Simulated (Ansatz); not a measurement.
TiAl2O5:
```yaml
crystal:
  lattice:
    - [1.81558, -4.72216, 0.00000]
    - [1.81558, 4.72216, 0.00000]
    - [0.00000, 0.00000, 9.53096]
  atoms:
    - { symbol: Ti, position: [0.12772, 0.87228, 0.06174] }
    - { symbol: Ti, position: [0.87228, 0.12772, 0.56174] }
    - { symbol: Al, position: [0.14213, 0.85787, 0.43159] }
    - { symbol: Al, position: [0.85787, 0.14213, 0.93159] }
    - { symbol: Al, position: [0.19022, 0.80978, 0.75405] }
    - { symbol: Al, position: [0.80978, 0.19022, 0.25405] }
    - { symbol: O, position: [0.05736, 0.94264, 0.61246] }
    - { symbol: O, position: [0.94264, 0.05736, 0.11246] }
    - { symbol: O, position: [0.04444, 0.95556, 0.88046] }
    - { symbol: O, position: [0.95556, 0.04444, 0.38046] }
    - { symbol: O, position: [0.24604, 0.75396, 0.25403] }
    - { symbol: O, position: [0.75396, 0.24604, 0.75403] }
    - { symbol: O, position: [0.31607, 0.68393, 0.57962] }
    - { symbol: O, position: [0.68393, 0.31607, 0.07962] }
    - { symbol: O, position: [0.30754, 0.69246, 0.92607] }
    - { symbol: O, position: [0.69246, 0.30754, 0.42607] }
```

Relaxed with PBEsol. Special points in fractions of this cell's reciprocal vectors: Γ (0.000, 0.000, 0.000); Y (-0.500, 0.500, 0.000); C0 (-0.287, 0.713, 0.000); Σ0 (0.287, 0.287, 0.000); Z (0.000, 0.000, 0.500); A0 (0.287, 0.287, 0.500); E0 (-0.287, 0.713, 0.500); T (-0.500, 0.500, 0.500); S (0.000, 0.500, 0.000); R (0.000, 0.500, 0.500).

**Question.** List the band energies nearest the valence-band maximum at these points for PBEsol (plane waves, PAW; program Ansatz).

**Answer.** In eV from the valence-band maximum; about four levels below and three above (degenerate sets whole), none deeper than 8.9 eV; points with the same levels are listed once.

| k | below | above |
|---|---|---|
| Γ | -0.65 -0.35 -0.24 0.00 | 3.40 3.48 3.66 |
| Y | -0.62 -0.58 -0.47 -0.10 | 3.31 3.35 3.63 |
| C0 | -0.58 -0.37 -0.35 -0.25 | 3.64 3.76 3.95 |
| Z | -0.65 -0.65 -0.27 -0.27 | 3.44 3.44 3.68 3.68 |
| A0 | -0.53 -0.53 -0.29 -0.29 | 3.72 3.72 3.99 3.99 |
| T | -0.67 -0.67 -0.48 -0.48 | 3.33 3.33 3.77 3.77 |
| S | -0.39 -0.37 -0.30 -0.10 | 3.65 3.81 3.94 |
| R | -0.38 -0.38 -0.15 -0.15 | 3.74 3.74 3.98 3.98 |

Space group Cmc2_1. The workflow started from a Materials Project entry (that database holds measured and hypothetical structures alike); the Crystallography Open Database copy checked does not list it. Whether it is the stable phase at ambient conditions was not checked. The PBEsol relaxation kept the symmetry of its start; whether a distortion lowers the energy is not shown. The run is not spin-polarised.

Potentials: the later of the program's two PAW sets.
